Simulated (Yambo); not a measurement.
G0W0@LDA for BN (space group P6_3/mmc, No. 194) in Yambo. Reference settings: 6×6×2 Γ-centred k mesh, 94 bands and a 10 Ry block in the screening, 94 bands in G with the Bruneval-Gonze terminator, plasmon pole fitted at 27.2 eV. The LDA gap H → Γ on this mesh is 4.26 eV; G0W0 gaps are taken between the same points.

The settings were changed. The gap went from 5.84 eV to 5.71 eV, and the shift of the valence edge from -0.93 eV to -0.75 eV.

Problem. What was changed between the two runs?
(A) 50 bands in W, 50 bands in G, 8 Ry block
(B) 20 bands in W, 20 bands in G, 6 Ry block
(C) 20 bands in W, 20 bands in G, 4 Ry block
(D) 20 bands in W, 20 bands in G, 2 Ry block

Solution. A, 50 bands in W, 50 bands in G, 8 Ry block. The others gave (gap, valence shift): 20 bands in W, 20 bands in G, 2 Ry block: 5.77, -0.53 eV; 20 bands in W, 20 bands in G, 4 Ry block: 5.65, -0.40 eV; 20 bands in W, 20 bands in G, 6 Ry block: 5.71, -0.42 eV.

Geometry of the Materials Project entry, not relaxed at this level; primitive cell a = b = 2.512 Å, c = 7.707 Å, α = β = 90.00°, γ = 120.00°.

A shift is the quasiparticle energy of the state minus its LDA energy.

The distance between layers or molecules is the database entry's, not relaxed here. Functionals without dispersion can leave it too large, which widens gaps and weakens the response across layers: the numbers belong to this cell.
